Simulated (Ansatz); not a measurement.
Data:

Ti₃AlC:
```cif
data_CAlTi3
_chemical_formula_sum 'Ti3 Al1 C1'
_space_group_name_H-M_alt 'P 1'
_space_group_IT_number 1
_cell_length_a 4.10534
_cell_length_b 4.10534
_cell_length_c 4.10534
_cell_angle_alpha 90.000
_cell_angle_beta 90.000
_cell_angle_gamma 90.000
loop_
_space_group_symop_operation_xyz
  'x, y, z'
loop_
_atom_site_label
_atom_site_type_symbol
_atom_site_fract_x
_atom_site_fract_y
_atom_site_fract_z
_atom_site_occupancy
Ti1 Ti 0.50000 0.50000 0.00000 1
Ti2 Ti 0.00000 0.50000 0.50000 1
Ti3 Ti 0.50000 0.00000 0.50000 1
Al1 Al 0.00000 0.00000 0.00000 1
C1 C 0.50000 0.50000 0.50000 1
```

This is the LDA-relaxed structure.

Problem. All from DFT-LDA in the program Ansatz with PAW potentials, unless another level is named. Estimate the Young's modulus.

Solution. 265 GPa.

Problem. And the highest zone-centre frequency?

Solution. 724 cm⁻¹.

Space group Pm-3m (anti-perovskite). The workflow started from a Materials Project entry (that database holds measured and hypothetical structures alike); the Crystallography Open Database copy checked does not list it. Its standing as an ambient phase is unchecked. The cell was relaxed with LDA under the symmetry of its start; of distortions, only those at the zone centre were tested. The run is not spin-polarised. As this level gives no gap, phonon frequencies hold no LO–TO term and depend on the k-mesh and smearing (Fermi–Dirac, 0.1 eV here).

Potentials: the later of the program's two PAW sets.
